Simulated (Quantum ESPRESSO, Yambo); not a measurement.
## Levels of theory for the gap of KCl

KCl (rock salt, space group Fm-3m, No. 225): one geometry, one set of norm-conserving LDA (Quantum ESPRESSO, 72 Ry, scalar-relativistic) orbitals, self-energies from Yambo (4×4×4 Γ-centred k mesh, 136 bands and a 10 Ry block in the screening, 136 bands in G with the Bruneval-Gonze terminator, plasmon pole fitted at 27.2 eV).

Cell and atoms were relaxed with LDA from Materials Project entry mp-23193, within its symmetry.

```csv
level,gap Γ → Γ (eV),rough Yambo cost
LDA (Quantum ESPRESSO),5.12,–
exchange only (Hartree-Fock self-energy on LDA orbitals),14.08,about 1/20 (8 states)
static COHSEX@LDA,10.13,about 1/2 (2 states)
"G0W0@LDA, plasmon pole",8.42,1 (8 states)
```

Bare exchange has no screening and gives the widest gap; static COHSEX screens it but leaves out the frequency dependence, which G0W0 restores.

Costs are rough ratios of core time on shared machines.

Nearest settings tried, and what they do to the gap: 84 bands in G: -3 meV; 58 bands in W: -58 meV; 8 Ry block (169 vectors against 229): -33 meV. Not varied: mesh. So the settings aren't converged at that level.
